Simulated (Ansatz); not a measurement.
Ru (hcp, Mg type)

```xyz
2
Lattice="2.7058 0.0000 0.0000 -1.3529 2.3433 0.0000 0.0000 0.0000 4.2623" Properties=species:S:1:pos:R:3 pbc="T T T"
Ru     0.0000     1.5622     3.1967
Ru     1.3529     0.7811     1.0656
```

The numbers are results of r2SCAN (plane waves to 500 eV, PAW, scalar-relativistic; Ansatz, an electronic-structure program), not measurements. DFPT wavenumbers on a 20×20×12 k mesh, in cm⁻¹ and rounded to 5; i marks imaginary ones, q is in fractions of the reciprocal vectors of the cell shown, and the three acoustic modes at Γ are left out. The program warned that its band solver left a few bands short of their tolerance. Ru is run without spin polarisation. Ru was relaxed with its symmetry unable to fall. The PAW data are Ansatz's earlier set.

**Question.** Does any mode at Γ, M = (0.5, 0.0, 0.0), A = (0.0, 0.0, 0.5), L = (0.5, 0.0, 0.5) come out imaginary?

**Answer.** No imaginary mode at these points (lowest 135 cm⁻¹ at M = (0.5, 0.0, 0.0)); other wave vectors were not tested.

**Question.** List the wavenumbers at Γ, M = (0.5, 0.0, 0.0), A = (0.0, 0.0, 0.5), L = (0.5, 0.0, 0.5), with degeneracies.

**Answer.** 
```tsv
q	wavenumbers (cm⁻¹)
Γ	200 (×2), 260
M = (0.5, 0.0, 0.0)	135, 175, 180, 210, 210, 220
A = (0.0, 0.0, 0.5)	140 (×4), 215 (×2)
L = (0.5, 0.0, 0.5)	160 (×2), 180 (×2), 250 (×2)
```
